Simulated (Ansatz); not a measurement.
# Rocksalt alloy of MgO and ZnO (20 of 32 Mg sites exchanged), 64 atoms

Theory: DFT, PBEsol, PAW, plane waves (Ansatz).

Command:

```sh
ansatz run in.yaml --threads 8 --pin off --max-ram 76000MiB --runs-dir r --events-out ev --progress --plain --backend cuda --devices 0,
```

The input less its lattice and atoms:

```yaml
crystal:
  symmetry: { detect: false }
kpoints:
  mp_grid: { grid: [1, 1, 1], shift: [0.25, 0.25, 0.25] }
hamiltonian:
  xc: pbesol
scf:
  occupations: { method: fermi_dirac, width: 0.01 }
relax:
  f_tol: 0.03
  max_steps: 80
  escape_saddle: false
  adjacent_minimum: "off"
  cell: { fix: [shape] }
output:
  forces: true
  eigenvalues: true
  populations: true
```

Start:

```
O Zn Mg
1.0
     8.49170    0.00000    0.00000
     0.00000    8.49170    0.00000
     0.00000    0.00000    8.49170
O Zn Mg
32 20 12
Direct
  0.24829 0.00276 0.00113
  0.25090 0.00316 0.50017
  0.25114 0.50460 0.99588
  0.24970 0.50130 0.50501
  0.74997 0.99711 0.99570
  0.74871 0.99988 0.50297
  0.74323 0.49891 0.00413
  0.74669 0.50345 0.49958
  0.00070 0.25390 0.99877
  0.00338 0.24757 0.49977
  0.99982 0.75208 0.99730
  0.00302 0.74908 0.50010
  0.50239 0.25125 0.99406
  0.50461 0.24948 0.50323
  0.50032 0.74814 0.00421
  0.50333 0.75125 0.50143
  0.00105 0.00082 0.24646
  0.99906 0.00238 0.75072
  0.99854 0.49910 0.24887
  0.99870 0.50042 0.75037
  0.49388 0.99949 0.24975
  0.50505 0.99657 0.75179
  0.49757 0.49754 0.25058
  0.50185 0.50128 0.74492
  0.24826 0.25275 0.24644
  0.25064 0.25251 0.75008
  0.25085 0.74985 0.25118
  0.24865 0.75200 0.75000
  0.75062 0.25332 0.25211
  0.74940 0.25436 0.74926
  0.75087 0.74986 0.24870
  0.75174 0.74997 0.75094
  0.00076 0.00050 0.99873
  0.99684 0.50125 0.50325
  0.49509 0.00365 0.99611
  0.49787 0.00037 0.49848
  0.49783 0.49785 0.99852
  0.49968 0.50081 0.49939
  0.25090 0.75128 0.49913
  0.75019 0.75042 0.00441
  0.75207 0.74827 0.49968
  0.24585 0.00082 0.25190
  0.25142 0.00255 0.74919
  0.25182 0.49845 0.75042
  0.75223 0.99791 0.25045
  0.74999 0.99916 0.74837
  0.74950 0.50172 0.24518
  0.74918 0.49843 0.74760
  0.00040 0.74929 0.24854
  0.49927 0.25220 0.24755
  0.50054 0.24891 0.74887
  0.49801 0.74965 0.24995
  0.99962 0.00096 0.49906
  0.00118 0.49880 0.00347
  0.24971 0.25276 0.99971
  0.25220 0.24919 0.50335
  0.25036 0.74608 0.99923
  0.75363 0.24721 0.00030
  0.75257 0.24765 0.50076
  0.25029 0.50184 0.25031
  0.99794 0.25249 0.25148
  0.00016 0.25342 0.74839
  0.99845 0.74930 0.74942
  0.50459 0.74996 0.74694
```

Steps:

| step | energy less the first (eV) | largest force component (eV/Å) | pressure (GPa) |
| --- | --- | --- | --- |
| start | 0.000 | 0.663 | 0.61 |
| 1 | -0.275 | 0.391 | 0.19 |
| 2 | -0.425 | 0.034 | -0.32 |
| 3 | -0.431 | 0.004 | -0.10 |
| 4 | -0.432 | 0.001 | 0.00 |

A structure on the way, about -0.28 eV from the start:

```xyz
64
Lattice="8.4951 0.0000 0.0000 0.0000 8.4951 0.0000 0.0000 0.0000 8.4951" Properties=species:S:1:pos:R:3 pbc="T T T"
O     2.1197    0.0147    0.0009
O     2.1248    0.0258    4.2467
O     2.1223    4.2754    8.4850
O     2.1264    4.2433    4.2763
O     6.3752    0.0008    8.4732
O     6.3772    0.0103    4.2612
O     6.3385    4.2431    0.0282
O     6.3608    4.2688    4.2398
O     8.4885    2.1646    8.4882
O     0.0031    2.0953    4.2453
O     0.0117    6.3721    8.4769
O     0.0139    6.3740    4.2549
O     4.2528    2.1325    8.4636
O     4.2579    2.1192    4.2738
O     4.2439    6.3621    0.0136
O     4.2634    6.3851    4.2521
O     0.0112    0.0131    2.1132
O     8.4844    0.0132    6.3667
O     0.0100    4.2356    2.0992
O     8.4827    4.2450    6.3736
O     4.2189    0.0064    2.1190
O     4.2728    8.4700    6.3835
O     4.2285    4.2327    2.1384
O     4.2587    4.2716    6.3444
O     2.1110    2.1570    2.1037
O     2.1175    2.1323    6.3737
O     2.1280    6.3609    2.1269
O     2.1173    6.3852    6.3797
O     6.3885    2.1362    2.1328
O     6.3785    2.1548    6.3612
O     6.3814    6.3759    2.1108
O     6.3836    6.3680    6.3695
Zn    0.0115    8.4944    8.4847
Zn    8.4811    4.2591    4.2644
Zn    4.2178    0.0243    8.4695
Zn    4.2365    0.0049    4.2301
Zn    4.2416    4.2377    8.4903
Zn    4.2529    4.2541    4.2510
Zn    2.1245    6.3729    4.2464
Zn    6.3723    6.3859    0.0218
Zn    6.3778    6.3602    4.2399
Zn    2.1074    0.0082    2.1292
Zn    2.1257    0.0068    6.3651
Zn    2.1369    4.2365    6.3751
Zn    6.3874    8.4790    2.1241
Zn    6.3659    8.4863    6.3618
Zn    6.3735    4.2577    2.0877
Zn    6.3617    4.2366    6.3546
Zn    0.0040    6.3664    2.1168
Zn    4.2482    2.1416    2.1154
Zn    4.2536    2.1233    6.3682
Zn    4.2362    6.3785    2.1111
Mg    0.0003    8.4943    4.2460
Mg    0.0006    4.2444    0.0122
Mg    2.1162    2.1305    0.0018
Mg    2.1278    2.1176    4.2720
Mg    2.1336    6.3483    8.4873
Mg    6.3811    2.1134    8.4906
Mg    6.3616    2.1141    4.2474
Mg    2.1372    4.2620    2.1412
Mg    8.4870    2.1411    2.1341
Mg    8.4928    2.1411    6.3625
Mg    8.4844    6.3628    6.3715
Mg    4.2802    6.3760    6.3433
```

End:

```xyz
64
Lattice="8.4944 0.0000 0.0000 0.0000 8.4944 0.0000 0.0000 0.0000 8.4944" Properties=species:S:1:pos:R:3 pbc="T T T"
O     2.1247    0.0082    0.0018
O     2.1111    0.0193    4.2407
O     2.1054    4.2521    0.0243
O     2.1231    4.2309    4.2282
O     6.3714    0.0201    0.0012
O     6.3875    0.0228    4.2430
O     6.3820    4.2344    0.0020
O     6.3698    4.2344    4.2413
O     8.4933    2.1503    8.4910
O     8.4920    2.0992    4.2461
O     0.0174    6.3589    8.4686
O     0.0037    6.3892    4.2641
O     4.2468    2.1264    8.4899
O     4.2482    2.1256    4.2479
O     4.2303    6.3751    8.4690
O     4.2495    6.3771    4.2607
O     0.0037    0.0159    2.1369
O     8.4924    8.4921    6.3470
O     0.0171    4.2364    2.1065
O     0.0003    4.2548    6.3862
O     4.2482    0.0008    2.1215
O     4.2487    8.4813    6.3644
O     4.2348    4.2550    2.1230
O     4.2479    4.2680    6.3685
O     2.1064    2.1510    2.1233
O     2.1052    2.1270    6.3696
O     2.1246    6.3581    2.1043
O     2.1282    6.3754    6.3888
O     6.3870    2.1283    2.1222
O     6.3884    2.1288    6.3706
O     6.3713    6.3753    2.1191
O     6.3697    6.3738    6.3677
Zn    8.4938    0.0078    8.4897
Zn    0.0013    4.2423    4.2442
Zn    4.2489    0.0005    8.4903
Zn    4.2496    0.0010    4.2435
Zn    4.2432    4.2556    8.4931
Zn    4.2477    4.2534    4.2465
Zn    2.1251    6.3735    4.2470
Zn    6.3711    6.3756    8.4908
Zn    6.3728    6.3730    4.2425
Zn    2.1247    0.0074    2.1234
Zn    2.1228    0.0017    6.3666
Zn    2.1215    4.2537    6.3767
Zn    6.3720    0.0044    2.1224
Zn    6.3726    0.0044    6.3655
Zn    6.3718    4.2505    2.1209
Zn    6.3715    4.2502    6.3704
Zn    0.0019    6.3721    2.1185
Zn    4.2452    2.1286    2.1217
Zn    4.2473    2.1272    6.3689
Zn    4.2498    6.3762    2.1202
Mg    0.0004    8.4869    4.2390
Mg    8.4882    4.2575    0.0008
Mg    2.1324    2.1247    8.4918
Mg    2.1341    2.1257    4.2496
Mg    2.1270    6.3842    0.0020
Mg    6.3584    2.1252    8.4929
Mg    6.3602    2.1291    4.2449
Mg    2.1303    4.2589    2.1292
Mg    8.4927    2.1248    2.1215
Mg    8.4934    2.1259    6.3681
Mg    8.4912    6.3733    6.3646
Mg    4.2526    6.3748    6.3635
```

The calculation finished and met its thresholds.

Time: 7.4 s of wall time on one NVIDIA GB300 with 8 processor threads, on a host shared with other runs; peak host memory 1.9 GiB.

How much energy did the relaxation gain, and which atom moved most?

0.43 eV in 4 steps, from a start with small random displacements; atom 7 (O) moved 0.08 Å, the median atom 0.03 Å (drift of the whole cell removed).
